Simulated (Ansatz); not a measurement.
K₂PdBr₄:
```
K2PdBr4
1.0
    7.34303     0.00000     0.00000
    0.00000     7.34303     0.00000
    0.00000     0.00000     4.29339
K Pd Br
2 1 4
Direct
  0.00000   0.50000   0.50000
  0.50000   0.00000   0.50000
  0.00000   0.00000   0.00000
  0.76578   0.76578   0.00000
  0.23422   0.23422   0.00000
  0.23422   0.76578   0.00000
  0.76578   0.23422   0.00000
```

Relaxed with PBEsol.

**Question.** Give the Bader charges and basin volumes of the independent atoms, DFT-PBEsol in the program Ansatz with PAW potentials.

**Answer.** 

```
atom  Bader charge (e)  Bader volume (Å³)
----  ----------------  -----------------
K1               +0.83               21.6
Pd3              +0.34               23.6
Br4              -0.50               37.4
```

Space group P4/mmm. The workflow started from a Materials Project entry (that database holds measured and hypothetical structures alike); the Crystallography Open Database files this formula in space group No. 123, but the cells were not matched. Whether it is the stable phase at ambient conditions was not checked. The PBEsol relaxation kept the symmetry of its start; its stability against distortions is not shown here. The run is not spin-polarised.

Potentials: the later of the program's two PAW sets.
